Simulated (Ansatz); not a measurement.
## Ta (Im-3m), two-dimensional strain map

The calculation used Ansatz, DFT r2SCAN, scalar-relativistic, plane waves, PAW. Settings: plane waves to 500 eV, k-mesh 20×20×20 (Γ-centred), Gaussian smearing 0.15 eV. Spin–orbit coupling is left out, which can shift energies with elements as heavy as these. No spin polarisation. Energies are free energies at this smearing, counted from the undisturbed cell; pressure is positive in compression.

Zero of the scan (as given, not relaxed at this level; it stands at 0.5 GPa):

```yaml
crystal:
  lattice:
    - [-1.65128, 1.65128, 1.65128]
    - [1.65128, -1.65128, 1.65128]
    - [1.65128, 1.65128, -1.65128]
  atoms:
    - { symbol: Ta, position: [0.00000, 0.00000, 0.00000] }
```

The cell is strained by p along both x and y and by q along z, fractional coordinates fixed. Points are written (p, q).

Energy above the undisturbed cell in meV/atom (a dash: not computed):

| p \ q | -0.080 | 0.000 | 0.080 |
| --- | --- | --- | --- |
| -0.080 | 835.4 | 399.5 | 221.6 |
| 0.000 | ? | 0.0 | 80.8 |
| 0.080 | ? | 253.8 | – |

Q: Fill in the withheld energies.

A: (0.000, -0.080): 121.3; (0.080, -0.080): 105.6.